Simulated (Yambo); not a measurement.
Lu2SeO2 (space group P-3m1, No. 164), G0W0@PBEsol in Yambo; all else as in the reference (3×3×2 Γ-centred k mesh, bands 8 to 138 and a 7 Ry block in the screening, 138 bands in G with the Bruneval-Gonze terminator, plasmon pole fitted at 27.2 eV). One parameter is varied: the cutoff of the exchange sum, over 5, 10, 20, 40, 100 Ry.

From which value on does the gap A → Γ stay within 0.05 eV of the largest setting?

From 20 Ry on.
```
cutoff of the exchange sum (Ry)  G0W0 gap (eV)  valence shift (eV)
-------------------------------  -------------  ------------------
5                                         3.35                0.65
10                                        3.49               -0.31
20                                        3.58               -0.80
40                                        3.59               -1.07
100                                       3.58               -1.15
```
The last step of the sweep still moves the gap by 7 meV; the other settings are held fixed.

The standard potential for Se keeps a d shell in the valence without the s and p states of that shell. In tests on such compounds this moved G0W0 gaps by up to about 0.9 eV, so absolute quasiparticle energies here are unreliable; differences between settings are what counts.

Spin-orbit coupling is not included.

Geometry of the Materials Project entry, not relaxed at this level; primitive cell a = b = 3.716 Å, c = 6.647 Å, α = β = 90.00°, γ = 120.00°.

The structure is a Materials Project entry; no match was found in the copy of COD used, and its stability was not checked.

A shift is the quasiparticle energy of the state minus its PBEsol energy.
